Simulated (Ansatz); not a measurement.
**What DFT gives for Nb₃Pb**

```
Pb Nb
1.0
     5.36637    0.00000    0.00000
     0.00000    5.36637    0.00000
     0.00000    0.00000    5.36637
Pb Nb
2 6
Direct
  0.00000 0.00000 0.00000
  0.50000 0.50000 0.50000
  0.25000 0.00000 0.50000
  0.50000 0.75000 0.00000
  0.75000 0.00000 0.50000
  0.50000 0.25000 0.00000
  0.00000 0.50000 0.75000
  0.00000 0.50000 0.25000
```

Single point in Ansatz 0.2.0 with PBE, no spin polarisation. Cutoff 420 eV, PAW datasets, 6×6×6 Γ-centred k mesh, fermi-dirac filling (width 0.1 eV).

(1) Give the Bader charges.

(2) Describe some of the short contacts.

(3) What is the formation energy?

(4) Metal or insulator?

(5) Is the cell too large or too small?

Origin: a database entry at a rescaled volume. Caveats: many states at the Fermi level without spin polarisation, so a magnetic state may lie lower.

## Answers

(1) Bader charges in e: Nb +0.29, Pb -0.87. In the mean Nb gives up most and Pb takes most.

(2) Nb–Nb at 2.68 Å: least valence density 0.42 e/Å³ and ELF 0.33 there. Pb–Nb at 3.00 Å: least valence density 0.23 e/Å³ and ELF 0.20 there. Both are smooth PAW fields, read partly inside the augmentation spheres.

(3) 0.11 eV an atom against the elements' usual phases (free molecules for gases, crystals otherwise, with no correction for O₂ or N₂), so at this geometry it isn't bound against them. Relaxing would lower it.

(4) It is a metal, with about 10 states/eV a cell as the mean within 0.25 eV of the Fermi level, mostly Nb d (85 %).

(5) The pressure is 0.4 GPa (compression positive), so with the atoms held at these fractions the cell is close to zero pressure.
